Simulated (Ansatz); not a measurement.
AgBr:
```yaml
crystal:
  lattice:
    - [0.00000, 2.92044, 2.92044]
    - [2.92044, 0.00000, 2.92044]
    - [2.92044, 2.92044, 0.00000]
  atoms:
    - { symbol: Ag, position: [0.50000, 0.50000, 0.50000] }
    - { symbol: Br, position: [0.00000, 0.00000, 0.00000] }
```

Relaxed with PBE. Special points in fractions of this cell's reciprocal vectors: Γ (0.000, 0.000, 0.000); X (0.500, 0.000, 0.500); U (0.625, 0.250, 0.625); K (0.375, 0.375, 0.750); L (0.500, 0.500, 0.500); W (0.500, 0.250, 0.750).

Question: List the band energies nearest the valence-band maximum at these points for plane-wave PAW PBE with spin–orbit coupling (Ansatz code).

Answer: In eV from the valence-band maximum; about four levels below and three above (degenerate sets whole), none deeper than 8.9 eV; points with the same levels are listed once.

```
k                    below                          above
-  -----------------------  -----------------------------
Γ  -1.66 -1.66 -1.66 -1.66  0.60 0.60 9.82 9.82 9.82 9.82
X  -2.13 -2.13 -2.04 -2.04            1.62 1.62 7.07 7.07
U  -1.87 -1.87 -1.16 -1.16            2.91 2.91 6.74 6.74
L    -0.15 -0.15 0.00 0.00            3.78 3.78 6.21 6.21
W  -2.01 -2.01 -1.44 -1.44            3.62 3.62 7.02 7.02
```

Space group Fm-3m (rock salt). Symmetry was held in the PBE relaxation; phonons on a q-mesh show no instability. No spin polarisation was allowed.

Potentials: the later of the program's two PAW sets.
